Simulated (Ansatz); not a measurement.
# SiC — electric field gradients

The cell is a refined structure from the COD, ions relaxed with PBE at fixed cell.

Space group Cmc2_1 (No. 36); a = 3.0778, b = 5.3350, c = 15.1219 Å.

| site | Wyckoff | site symmetry | x | y | z |
| --- | --- | --- | --- | --- | --- |
| Si1 | 4a | m.. | 0.5000 | 0.3333 | 0.1423 |
| Si3 | 4a | m.. | 0.5000 | 0.9999 | 0.4755 |
| Si5 | 4a | m.. | 0.5000 | 0.6666 | 0.3088 |
| C7 | 4a | m.. | 0.5000 | 0.9998 | 0.3502 |
| C9 | 4a | m.. | 0.5000 | 0.3334 | 0.0173 |
| C11 | 4a | m.. | 0.5000 | 0.6666 | 0.1838 |

One atom of each set is listed; the run and its k-mesh use a cell of 12 atoms with edges of 3.08, 3.08, 15.12 Å.

The numbers come from a DFT calculation in Ansatz (PBE, plane waves and PAW (field gradients read without the response of the frozen cores, which leaves them typically 4 to 6 % off), scalar-relativistic, 420 eV cutoff, Γ-centred 10×10×2 k-points, Fermi–Dirac smearing 0.02 eV).

Conventions: |V_zz| ≥ |V_yy| ≥ |V_xx|, η = (V_xx − V_yy)/V_zz, C_Q = eQV_zz/h.

```csv
site,atoms,first shell,V_zz (10²¹ V/m²),η,C_Q (MHz)
Si1,2,4 C at 1.89 Å,0.21,0.02,–
Si3,2,4 C at 1.89 Å,-0.052,0.10,–
Si5,2,4 C at 1.88–1.89 Å,0.24,0.02,–
C7,2,4 Si at 1.88–1.89 Å,0.21,0.06,–
C9,2,4 Si at 1.89 Å,0.068,0.20,–
C11,2,4 Si at 1.89 Å,0.032,0.42,–
```

Si, C have no stable isotope with a ground-state quadrupole moment in the table, so no C_Q is given.
